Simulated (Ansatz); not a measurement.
## Response of LaTl to small distortions

```xyz
2
Lattice="3.9360 0.0000 0.0000 0.0000 3.9360 0.0000 0.0000 0.0000 3.9360" Properties=species:S:1:pos:R:3 pbc="T T T"
La    0.0000    0.0000    0.0000
Tl    1.9680    1.9680    1.9680
```

Atoms are numbered in the order listed.

The cell is COD entry 1523872, as deposited and not checked against the literature; nothing was relaxed.

No spin–orbit coupling, which matters for the heavy atoms here.

Method: Ansatz 0.2.0, DFT, PBEsol, all-electron LAPW, scalar-relativistic.

The runs use a Γ-centred 10×10×10 k mesh, Fermi–Dirac smearing of 0.05 eV, basis error target 0.25 meV/atom, no spin polarisation.

The unchanged cell is at -0.64 GPa.

In a metal, stresses and small energies carry noise from the k mesh.

x, y and z are the Cartesian axes of the cell as listed; fractional coordinates follow a strain, and an engineering shear is twice the off-diagonal strain component.

Question: With this change (equal xy, yz and zx engineering shear strains of -2 %), what becomes of the energy and stress?

Answer: Energy change +4 meV/atom; stress change (xx, yy, zz, yz, xz, xy) 0.05, 0.05, 0.05, 0.67, 0.67, 0.67 GPa, compression positive.

Question: With this change (equal xy, yz and zx engineering shear strains of -1 %), what becomes of the energy and stress?

Answer: Energy change under 1 meV/atom; stress change (xx, yy, zz, yz, xz, xy) 0.01, 0.01, 0.01, 0.32, 0.32, 0.32 GPa, compression positive.

Question: With this change (equal xy, yz and zx engineering shear strains of +1 %), what becomes of the energy and stress?

Answer: Energy change under 1 meV/atom; stress change (xx, yy, zz, yz, xz, xy) 0.01, 0.01, 0.01, -0.27, -0.27, -0.27 GPa, compression positive.

With equal xy, yz and zx engineering shear strains of +2 %: energy change +3 meV/atom; stress change (xx, yy, zz, yz, xz, xy) 0.05, 0.05, 0.05, -0.50, -0.50, -0.50 GPa, compression positive.
